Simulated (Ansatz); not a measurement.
# Structure search: one SiB₄ candidate

Level of theory: DFT PBE, scalar-relativistic, plane waves, PAW in Ansatz. Cutoff 420 eV, Gaussian smearing, Γ-centred meshes. Cell and atoms relax first on a coarse mesh and then on a finer one. In between, the cell is made exact in the group found at 0.06 Å. In metals the finer mesh still leaves noise of several meV/atom or more. The steps can't lower the symmetry of their start. No spin polarisation.

Recipe of this trial structure of SiB₄: random cell by space group and Wyckoff sites (P6/mmm, No. 191). Its size is a rough estimate.

```cif
data_structure
_symmetry_space_group_name_H-M 'P 1'
_symmetry_Int_Tables_number 1
_cell_length_a 3.7044
_cell_length_b 3.7044
_cell_length_c 3.2414
_cell_angle_alpha 90.000
_cell_angle_beta 90.000
_cell_angle_gamma 120.000
_cell_volume 38.52
loop_
_atom_site_label
_atom_site_type_symbol
_atom_site_fract_x
_atom_site_fract_y
_atom_site_fract_z
_atom_site_occupancy
Si1 Si 0.00000 0.00000 0.00000 1
B1 B 0.50000 0.00000 0.00000 1
B2 B 0.00000 0.50000 0.00000 1
B3 B 0.50000 0.50000 0.00000 1
B4 B 0.00000 0.00000 0.50000 1
```

Energies over the elements count from the elements' standard structures at the same level, with no fitted energy shifts.

**Question.** Describe the relaxed structure.

**Answer.** The symmetry stays P6/mmm (No. 191). The volume per atom grows by 45.1 %, from 7.7 to 11.2 Å³. The shortest distance goes from 1.62 Å (Si–B) to 2.01 Å (Si–B and B–B). The ratio c/a of the conventional cell changes by a factor of 1.14. The energy falls by about 0.90 eV/atom (the start's value is from the coarse mesh). Conventional cell: a = 4.010 Å, c = 4.012 Å. Around Si lie 8 B at 2.01 Å; B on a site of symmetry mmm has 2 Si at 2.01 Å and 4 B at 2.01 Å; around B on a site of symmetry 6/mmm lie 2 Si at 2.01 Å.

```
Si B
1.0
     4.01033    0.00000    0.00000
    -2.00517    3.47305    0.00000
     0.00000    0.00000    4.01171
Si B
1 4
Direct
  0.00000 0.00000 0.00000
  0.50000 0.00000 0.00000
  0.00000 0.50000 0.00000
  0.50000 0.50000 0.00000
  0.00000 0.00000 0.50000
```

**Question.** How does it come out in energy, and is it a metal?

**Answer.** The formation energy is +1.59 eV/atom. The gap on the 12×12×10 mesh of the 5-atom cell is 0 eV (a metal).

The separate elements lie lower, so it is unstable against them.

The last run used Gaussian smearing of 0.10 eV. Symmetry constrained the relaxation, so the result can be a saddle point. In all, the 3 runs took 35 s on 1 thread of Arm Neoverse V2, on a shared host.
